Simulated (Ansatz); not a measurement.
Equation of state of CsO and its gap

A database entry relaxed whole under r2SCAN (Immm):

```
CELL_PARAMETERS angstrom
-2.15975 3.22639 3.77357
2.15975 -3.22639 3.77357
2.15975 3.22639 -3.77357
ATOMIC_POSITIONS crystal
Cs 0.74578 0.74578 0.00000
Cs 0.25422 0.25422 0.00000
O 0.61583 0.00000 0.61583
O 0.38417 0.00000 0.38417
```

The cell was scaled uniformly, its shape held, and the atoms relaxed at each volume with plane-wave PAW DFT (Ansatz 0.2.0; r2SCAN, 500 eV, 8×8×8 Γ-centred mesh, fermi-dirac occupations of width 0.020 eV; no spin, no spin-orbit coupling). One row is withheld.

| volume (Å³/atom) | energy over the lowest (meV/atom) | pressure (GPa) | gap over mesh and path (eV) |
| --- | --- | --- | --- |
| 24.717 | 8.5 | 1.87 | 2.267 |
| 25.243 | ? | ? | ? |
| 25.769 | 0.8 | 0.53 | 2.179 |
| 26.295 | 0.0 | -0.01 | 2.135 |
| 26.821 | 0.8 | -0.48 | 2.092 |
| 27.347 | 3.1 | -0.88 | 2.049 |
| 27.873 | 6.5 | -1.23 | 2.006 |

Problem. Fit the pressures of the other rows to the third-order Birch-Murnaghan form.

Solution. With f = [(V₀/V)^(2/3) − 1]/2 and P = 3B₀f(1 + 2f)^(5/2)[1 + 3(B₀′ − 4)f/2], least squares gives V₀ = 26.29 Å³ an atom, B₀ = 25.2 GPa and B₀′ = 6.1; the rows miss the fit by less than 0.01 GPa. The slope of the energies differs from these pressures by less than 0.05 GPa.

Problem. How does the gap move with volume?

Solution. A parabola in ln(V/V₀) through the other rows has the slope dE_g/d ln V = -2.2 eV at V₀, so by B₀ the gap moves by +86 meV a GPa at this fixed shape: it widens under pressure.

Problem. What does the withheld row hold?

Solution. The fit gives 1.15 GPa at 25.243 Å³; the run gave 1.15 GPa and 3.6 meV an atom. Its gap is 2.223 eV, against 2.223 eV from the parabola.

Caveats: the shape of the cell was held, so B₀ is an upper bound where the axes differ in stiffness; 0 K, fixed nuclei; the symmetry was kept, and this need not be the phase that is stable at 0 K; one mesh for all volumes; r2SCAN gaps lie as a rule under measured ones; the slope of the gap can be off by tens of per cent, more where shallow d levels or spin-orbit coupling act on the edges; pressure is positive in compression.
